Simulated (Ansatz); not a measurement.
Given:

AlCo:
```xyz
2
Lattice="2.8519 0.0000 0.0000 0.0000 2.8519 0.0000 0.0000 0.0000 2.8519" Properties=species:S:1:pos:R:3 pbc="T T T"
Co     0.0000     0.0000     0.0000
Al     1.4259     1.4259     1.4259
```

This is the PBE-relaxed structure.

### Question
All from plane-wave PAW PBE (Ansatz code), unless another level is named. Predict the formation energy from the elements (no fitted shifts).

### Answer
-0.59 eV/atom.

### Question
Predict the density of states at the Fermi level.

### Answer
0.33 states/eV per atom (mean over ±0.08 eV).

Space group Pm-3m (CsCl type). Symmetry was held in the PBE relaxation. The workflow began spin-polarised and lost its moments. The references are the lowest solids computed at this level, not always the standard phases.

Potentials: the later of the program's two PAW sets.
